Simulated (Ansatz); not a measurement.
**Kick test of a cell of Cd3SeS2**

The structure comes from a generated guess, relaxed at this level; another structure or a mixture of phases may lie lower.

The calculation used Ansatz, DFT PBE, scalar-relativistic, plane waves, PAW. Settings: cutoff 420 eV, Γ-centred mesh 6×6×2 on the computed 12-atom cell, Gaussian smearing of 0.02 eV; no spin polarisation.

The cell below (12 atoms, space group P6_3mc (No. 186)) is relaxed within its symmetry.

```
Cd Se S
1.0
     4.25702    0.00000    0.00000
    -2.12851    3.68669    0.00000
     0.00000    0.00000   20.82312
Cd Se S
6 2 4
Cartesian
  2.1285 1.2289 20.8186
  2.1285 1.2289 7.0383
  2.1285 1.2289 13.7805
  0.0000 2.4578 3.3690
  0.0000 2.4578 10.4071
  0.0000 2.4578 17.4498
  2.1285 1.2289 16.4662
  0.0000 2.4578 6.0546
  2.1285 1.2289 2.5687
  2.1285 1.2289 9.6058
  0.0000 2.4578 12.9802
  0.0000 2.4578 20.0174
```

For the test it was strained at random (σ = 1.5 % a component), the atoms were moved at random (σ = 0.10 Å), and all was relaxed again on a coarse 6×6×1 mesh (in the run’s order of axes) with 0.10 eV smearing, with no symmetry imposed.

Problem. What happens?

Solution. It returns, within 1 meV/atom of the unmoved cell on that mesh and with the same symmetry when read at 0.1 Å (Cmc2_1 at 0.01 Å, so small strains and shifts remain). So it is stable against the distortions that fit this cell and that this random move excites. Modes that don't fit the cell aren't tested.
